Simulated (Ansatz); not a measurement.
The start is a generated cell, YN placed in the MnP structure type. Cell shape, volume and atoms are optimised at zero target pressure with r2SCAN (plane waves to 500 eV, PAW, scalar-relativistic; Ansatz, a quantum-chemistry and plane-wave program). The first steps use a coarse 4×7×4 k-mesh.

Input geometry:
```
CELL_PARAMETERS angstrom
      5.53387     0.00000     0.00000
      0.00000     3.35752     0.00000
      0.00000     0.00000     6.23236
ATOMIC_POSITIONS crystal
  Y  0.50560 0.25000 0.69520
  Y  0.00560 0.25000 0.80480
  Y  0.49440 0.75000 0.30480
  Y  0.99440 0.75000 0.19520
  N  0.68790 0.25000 0.06960
  N  0.18790 0.25000 0.43040
  N  0.31210 0.75000 0.93040
  N  0.81210 0.75000 0.56960
```

- Largest initial force: 3.68 eV/Å, on Y1, Y2, Y3, Y4 (atoms numbered as listed)
- Volume change: +1.3 %, from 14.47 to 14.67 Å³/atom
- Shortest distances (start → end): The closest pairs of elements (up to four, under 3.6 Å), start → end: N–Y 2.41 → 2.45 Å; N–N 2.81 → 3.46 Å; Y–Y 2.85 → 3.46 Å
- Band gap at the end: 0.58 eV, indirect (valence top at Γ, conduction bottom at X) (no spin-orbit coupling)
- Optimiser moves: 23

Final values are on a 12×12×12 k-mesh of the relaxed cell. No spin polarisation in the result.

The run could not lose the symmetry of its start; a randomly shaken copy of 4 atoms returns to this structure.
